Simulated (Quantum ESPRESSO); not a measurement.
Mo5W3, input and log of a self-consistent run

Simulated, not a measurement. The program is pw.x of Quantum ESPRESSO 7.5 (plane-wave density functional theory). The cell is made up: eight metal atoms on a hexagonal close-packed lattice, with elements, volume, strain and displacements drawn at random and not relaxed, so it may be unstable or far from any real phase. PseudoDojo standard norm-conserving files set the functional (PBE unless stated); there is no spin polarisation or spin-orbit coupling, the Fermi-Dirac width of 0.25 eV means electrons at about 2900 K, and the masses in the input are unused placeholders. Heavy elements are run without spin-orbit coupling, which real alloys of them have. A spin test at this wide smearing found no moment, but such smearing suppresses magnetism that the real alloy may have.

Input:

```
&control calculation='scf', pseudo_dir='./dojo.nc.sr.pbe.v0_5.standard.upf', outdir='./o', disk_io='minimal', tprnfor=.true., tstress=.true. /
&system ibrav=0, nat=8, ntyp=2, nbnd=74, ecutwfc=79.96652505, nosym=.true., tot_charge=0,
 occupations='smearing', smearing='fd', degauss=0.0183746611
/
&electrons conv_thr=1.470e-08, electron_maxstep=70, mixing_beta=0.5 /
ATOMIC_SPECIES
Mo 1.0 Mo.upf
W 1.0 W.upf
CELL_PARAMETERS angstrom
0.0294 0.0346 4.7907
5.6769 -0.0242 0.0352
-2.8594 4.8372 0.0183
ATOMIC_POSITIONS angstrom
Mo -0.0218 0.0098 0.0178
W -1.4098 2.419 0.0185
Mo 2.862 0.0353 0.0315
Mo 1.3838 2.5186 0.0111
Mo 0.0224 1.59 2.4472
W -1.4136 4.025 2.4124
Mo 2.7908 1.609 2.4104
W 1.3749 4.0091 2.4255
K_POINTS automatic
5 5 5 1 1 1
```

The log is shortened where brackets say so; the opening notice, blank lines, dates and the lines on written files are dropped, and the path of the files is cut. It prints rydbergs, bohrs and kilobars, and counts compression as positive stress. Its total energy is the free energy E - TS of the whole cell.

```
     Program PWSCF v.7.5
     Parallel version (MPI & OpenMP), running on       4 processor cores
     Number of MPI processes:                 4
     Threads/MPI process:                     1
     [start-up lines left out]
     bravais-lattice index     =            0
     lattice parameter (alat)  =       9.0535  a.u.
     unit-cell volume          =     885.4521 (a.u.)^3
     number of atoms/cell      =            8
     number of atomic types    =            2
     number of electrons       =       112.00
     number of Kohn-Sham states=           74
     kinetic-energy cutoff     =      79.9665  Ry
     charge density cutoff     =     319.8661  Ry
     scf convergence threshold =      1.5E-08
     mixing beta               =       0.5000
     number of iterations used =            8  plain     mixing
     Exchange-correlation= PBE
                           (   1   4   3   4   0   0   0)
     [axes and pseudopotential details left out]
   Cartesian axes
     site n.     atom                  positions (alat units)
         1        Mo     tau(   1) = (  -0.0045503   0.0020455   0.0037154  )
         2        W      tau(   2) = (  -0.2942653   0.5049140   0.0038615  )
         3        Mo     tau(   3) = (   0.5973806   0.0073681   0.0065749  )
         4        Mo     tau(   4) = (   0.2888383   0.5257033   0.0023169  )
         5        Mo     tau(   5) = (   0.0046755   0.3318781   0.5108001  )
         6        W      tau(   6) = (  -0.2950585   0.8401318   0.5035364  )
         7        Mo     tau(   7) = (   0.5825192   0.3358440   0.5031189  )
         8        W      tau(   8) = (   0.2869807   0.8368130   0.5062707  )
     number of k points=    63  Fermi-Dirac smearing, width (Ry)=  0.0184
                       cart. coord. in units 2pi/alat
        k(    1) = (   0.0844163   0.1485716   0.0984134), wk =   0.0320000
        k(    2) = (   0.0852718   0.3471691   0.0969738), wk =   0.0320000
     [further k points left out]
     Dense  grid:    85537 G-vectors     FFT dimensions: (  54,  64,  64)
     Estimated max dynamical RAM per process >     345.34 MB
     Estimated total dynamical RAM >       1.29 GB
     Initial potential from superposition of free atoms
     starting charge     111.9913, renormalised to     112.0000
     Starting wfcs are   80 randomized atomic wfcs
     total cpu time spent up to now is        8.1 secs
     per-process dynamical memory:   286.5 Mb
     Self-consistent Calculation
     iteration #  1     ecut=    79.97 Ry     beta= 0.50
     Davidson diagonalization with overlap
     ethr =  1.00E-02,  avg # of iterations =  2.6
     total cpu time spent up to now is       26.3 secs
     total energy              =   -1156.80704594 Ry
     estimated scf accuracy    <       1.88903443 Ry
     iteration #  2     ecut=    79.97 Ry     beta= 0.50
     Davidson diagonalization with overlap
     ethr =  1.69E-03,  avg # of iterations =  4.9
     total cpu time spent up to now is       46.9 secs
     total energy              =   -1156.31579357 Ry
     estimated scf accuracy    <      13.27532213 Ry
     iteration #  3     ecut=    79.97 Ry     beta= 0.50
     Davidson diagonalization with overlap
     ethr =  1.69E-03,  avg # of iterations =  2.7
     total cpu time spent up to now is       63.8 secs
     total energy              =   -1157.60655922 Ry
     estimated scf accuracy    <       0.31527109 Ry
     iteration #  4     ecut=    79.97 Ry     beta= 0.50
     Davidson diagonalization with overlap
     ethr =  2.81E-04,  avg # of iterations =  5.1
     total cpu time spent up to now is       85.5 secs
     total energy              =   -1157.64682070 Ry
     estimated scf accuracy    <       0.48767927 Ry
     iteration #  5     ecut=    79.97 Ry     beta= 0.50
     Davidson diagonalization with overlap
     ethr =  2.81E-04,  avg # of iterations =  2.0
     total cpu time spent up to now is      103.1 secs
     total energy              =   -1157.68169234 Ry
     estimated scf accuracy    <       0.09675971 Ry
     [iterations 6 to 13 left out]
     iteration # 14     ecut=    79.97 Ry     beta= 0.50
     Davidson diagonalization with overlap
     ethr =  1.87E-09,  avg # of iterations =  5.0
     total cpu time spent up to now is      271.2 secs
     total energy              =   -1157.69620337 Ry
     estimated scf accuracy    <       0.00000224 Ry
     iteration # 15     ecut=    79.97 Ry     beta= 0.50
     Davidson diagonalization with overlap
     ethr =  1.87E-09,  avg # of iterations =  1.2
     total cpu time spent up to now is      285.7 secs
     total energy              =   -1157.69620358 Ry
     estimated scf accuracy    <       0.00000016 Ry
     iteration # 16     ecut=    79.97 Ry     beta= 0.50
     Davidson diagonalization with overlap
     ethr =  1.41E-10,  avg # of iterations =  2.7
     total cpu time spent up to now is      302.6 secs
     total energy              =   -1157.69620360 Ry
     estimated scf accuracy    <       0.00000002 Ry
     iteration # 17     ecut=    79.97 Ry     beta= 0.50
     Davidson diagonalization with overlap
     ethr =  1.47E-11,  avg # of iterations =  5.0
     total cpu time spent up to now is      324.1 secs
     total energy              =   -1157.69620360 Ry
     estimated scf accuracy    <       0.00000003 Ry
     iteration # 18     ecut=    79.97 Ry     beta= 0.50
     Davidson diagonalization with overlap
     ethr =  1.47E-11,  avg # of iterations =  2.0
     total cpu time spent up to now is      340.5 secs
     End of self-consistent calculation
     [lines on levels left out]
!    total energy              =   -1157.69620361 Ry
     estimated scf accuracy    <          3.7E-09 Ry
     smearing contrib. (-TS)   =      -0.15784456 Ry
     internal energy E=F+TS    =   -1157.53835904 Ry
     The total energy is F=E-TS. E is the sum of the following terms:
     one-electron contribution =    -156.36781782 Ry
     hartree contribution      =     143.60399344 Ry
     xc contribution           =    -202.33485499 Ry
     ewald contribution        =    -942.43967967 Ry
     convergence has been achieved in  18 iterations
     Forces acting on atoms (cartesian axes, Ry/au):
     atom    1 type  1   force =     0.02589733    0.00087175   -0.00111732
     atom    2 type  2   force =    -0.00592384    0.00561899   -0.00045614
     atom    3 type  1   force =    -0.02370228    0.00851800   -0.00988130
     atom    4 type  1   force =     0.01076632   -0.02382962    0.00243310
     atom    5 type  1   force =    -0.02105183   -0.00145724   -0.00838727
     atom    6 type  2   force =    -0.01303114   -0.00977208    0.00664284
     atom    7 type  1   force =     0.01821477    0.00740646    0.00575798
     atom    8 type  2   force =     0.00883066    0.01264374    0.00500812
     Total force =     0.060572     Total SCF correction =     0.000117
     Computing stress (Cartesian axis) and pressure
          total   stress  (Ry/bohr**3)                   (kbar)     P=       -8.50
  -0.00009165  -0.00006119   0.00002100          -13.48       -9.00        3.09
  -0.00006119  -0.00017405   0.00005895           -9.00      -25.60        8.67
   0.00002100   0.00005895   0.00009226            3.09        8.67       13.57
     init_run     :      7.60s CPU      7.92s WALL (       1 calls)
     electrons    :    325.70s CPU    332.46s WALL (       1 calls)
     forces       :      3.20s CPU      3.22s WALL (       1 calls)
     stress       :     11.11s CPU     11.12s WALL (       1 calls)
     [timing details left out]
     PWSCF        :   5m47.76s CPU   5m54.93s WALL
     JOB DONE.
```

In other units: free energy -15751.259 eV for the cell, pressure -0.85 GPa, largest force component 0.666 eV/Å in size. The run took 357 s of wall time with four MPI processes on a shared machine (Intel Xeon, 2023 or later, virtual cores), so the time is rough. A rerun of this cell at a higher cutoff and on a denser mesh moved values by no more than 0.010 eV in energy, 0.11 GPa in stress and 0.015 eV/Å in force, and a second program with other atomic files agreed on that cell to 2 % rms in force and 0.5 GPa in pressure.